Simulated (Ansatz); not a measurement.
# GeSb4Te4: rigid cleavage

All numbers below come from DFT PBE, scalar-relativistic, plane waves, PAW in Ansatz. The runs took a 420 eV cutoff, a Γ-centred 9×9×2 mesh and Gaussian smearing (0.03 eV). Spin–orbit coupling is left out, which matters for the heavy elements here. No spin polarisation. Energies are free energies at this smearing, counted from the undisturbed cell; pressure is positive in compression.

The starting cell (relaxed at this level; it needn't be the usual structure):

```
Ge Sb Te
1.0
    -4.32998    0.00000    0.00000
    -2.16499   -3.74988    0.00000
     0.00000    0.00000   17.64861
Ge Sb Te
1 4 4
Direct
  0.00000 0.00000 0.38095
  0.33333 0.33333 0.92505
  0.66667 0.66667 0.83685
  0.66667 0.66667 0.17172
  0.33333 0.33333 0.59018
  0.33333 0.33333 0.28547
  0.66667 0.66667 0.47643
  0.00000 0.00000 0.07492
  0.00000 0.00000 0.68698
```

The cut lies on the cell's a–b face, a (0 0 1) plane (indices in the standard cell, whose axes needn't be the Cartesian ones shown) of area 16.24 Å², between layers 2.64 Å apart. Vector c is lengthened by d along the normal with the atoms' Cartesian places fixed: one unrelaxed cut a cell.

```tsv
d (Å)	energy (J/m²)	traction dE/dd (GPa)	gap on the mesh (eV)
-0.30	?	-2.1	?
-0.15	0.01	-0.8	0.12
0.00	0.00	0.0	0.13
0.25	0.01	0.6	0.14
0.50	?	0.8	?
0.75	0.05	0.7	0.18
1.00	0.06	0.6	0.09
1.50	0.09	0.3	0.07
2.00	0.10	0.2	0.17
3.00	0.11	0.1	0.25
4.50	0.12	0.0	0.29
6.00	?	0.0	0.30
```

(1) Give the withheld values.

## Answers

(1) energy (J/m²) at d (Å) = -0.30: 0.03; gap on the mesh (eV) at d (Å) = -0.30: 0.09; energy (J/m²) at d (Å) = 0.50: 0.03; gap on the mesh (eV) at d (Å) = 0.50: 0.16; energy (J/m²) at d (Å) = 6.00: 0.12.

Cost: 12 runs of about 4.4 core-minutes in all, on AMD EPYC 9R45 (Zen 5) (shared hosts).